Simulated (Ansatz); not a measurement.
# K2WF4, a known structure type with other elements, at an estimated volume

```xyz
14
Lattice="0.0000 6.2705 0.0000 6.3629 -3.1352 0.0000 3.3990 0.0000 -6.9815" Properties=species:S:1:pos:R:3 pbc="T T T"
F     6.3935    0.0000   -4.3494
F     3.3685    3.1352   -2.6320
W     4.8592    0.0000   -5.3932
W     4.9028    3.1352   -1.5883
F     3.2750    0.0000   -4.5310
F     6.4870    3.1352   -2.4505
F     4.9419    1.4986   -6.4648
F     4.8201   -1.6366   -0.5166
F     4.8201    1.6366   -0.5166
F     4.9419    4.7718   -6.4648
K     6.9218    3.1352   -5.1733
K     2.8401    0.0000   -1.8082
K     2.7275    3.1352   -5.3408
K     7.0345    0.0000   -1.6406
```

Level: PBE, no spin polarisation; 420 eV; 5×5×4 Γ-centred mesh; fermi-dirac occupations (width 0.1 eV); Ansatz 0.2.0, fixed geometry.

(1) Is it stable against the elements?

(2) Which atom feels the largest force, and which way?

(3) What happens at the Fermi level?

(4) Is the cell too large or too small?

(5) What do density and ELF say about some of the short contacts?

Origin: a known structure type with other elements, at an estimated volume, so it need not be a known compound. Caveats: many states at the Fermi level without spin polarisation, so a magnetic state may lie lower; atoms or cell far from equilibrium.

Results:

(1) -1.32 eV an atom against the elements' usual phases (free molecules for gases, crystals otherwise, with no correction for O₂ or N₂), so it is bound against them; other compounds may still compete. Relaxing would lower it.

(2) The largest is on F5 (and as large on other atoms): 5.45 eV/Å, components (-5.14, 0.00, 1.81). It makes 171° with the line to a nearest neighbour, W3 at 1.80 Å, pointing away from it.

(3) It is a metal on this mesh, though the bands barely overlap, with about 19 states/eV a cell as the mean within 0.25 eV of the Fermi level, mostly W d (70 %) and F p (16 %).

(4) The pressure is 14.7 GPa (compression positive), so with the atoms held at these fractions the cell would first expand; the forces are large, so a full relaxation may end otherwise. The principal stresses 10.2, 16.3, 17.6 GPa differ, so its shape would change too.

(5) W–F at 1.80 Å: least valence density 1.21 e/Å³ and ELF 0.21 there. K–F at 2.76 Å: least valence density 0.09 e/Å³ and ELF 0.02 there. Both are smooth PAW fields, read partly inside the augmentation spheres.
